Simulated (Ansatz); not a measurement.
With PBE (plane waves, PAW; program Ansatz), AlP in the hexagonal phase (P6_222; Al on 3d, P on 3c) relaxes to a = 3.851 Å, c = 8.689 Å. Its formation energy from the elements is -0.42 eV/atom, with no fitted shifts.

The Kohn–Sham gap is 0.95 eV (indirect). The valence maximum lies at Γ and the conduction minimum at M (3 equivalent valleys). Electrons at the band edge weigh 0.15, 0.41, 1.4 mₑ (principal values). The hole mass is 0.15, 7.6, 7.6 mₑ (principal values).

The bulk modulus is 90.3 GPa.

The start of the workflow was typed in or built on a structure type; neither database checked (COD, Materials Project) lists it. It is not the phase usual at ambient conditions (space group No. 216). The PBE relaxation kept the symmetry of its start; whether a distortion lowers the energy is not shown. The references are the lowest solids computed at this level, not always the standard phases.

Potentials: the earlier of the program's two PAW sets.
